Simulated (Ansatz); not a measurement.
Sr$_{4}$P$_{2}$O in space group I4/mmm (No. 139; Sr on 4e, Sr on 4c, P on 4e, O on 2b), r²SCAN in the plane-wave PAW code Ansatz. The conduction-band minimum lies at M, with 1 equivalent valley. Second derivatives d²E/dk² of the lowest band at one valley (eV·Å²), along Cartesian directions:

```tsv
direction	d²E/dk²
[100]	32.72
[010]	32.72
[001]	8.979
[110]	32.80
[101]	20.87
[011]	20.87
```

Problem. Find the principal effective masses, the density-of-states mass and the conductivity mass.

Solution. Off-diagonal terms follow from H_xy = H[110] − (H_xx + H_yy)/2, and m*/mₑ = 7.620 eV·Å² over each eigenvalue: 0.23, 0.23, 0.85. One valley's DOS mass (m₁m₂m₃)^(1/3) = 0.36, conductivity mass 3/(Σ 1/mᵢ) = 0.31 mₑ.

Problem. What effective density of states Nc follows at 300 K for parabolic valleys?

Solution. Nc = 2.509e19 × 1 × (0.36)^(3/2) ≈ 5.4e18 cm⁻³.

The workflow started from a Materials Project entry (that database holds measured and hypothetical structures alike); the Crystallography Open Database copy checked does not list it. Its standing as an ambient phase is unchecked. Symmetry was held in the r²SCAN relaxation; whether a distortion lowers the energy is not shown. Scalar-relativistic: spin–orbit coupling is off unless named, which matters more the heavier the elements.

Potentials: the earlier of the program's two PAW sets. The files were generated under PBE; for other functionals the program regenerates the frozen cores, and for LDA and PBEsol the local potential too.

Edges and masses are those of Kohn–Sham bands, whose gap is no quasiparticle gap.
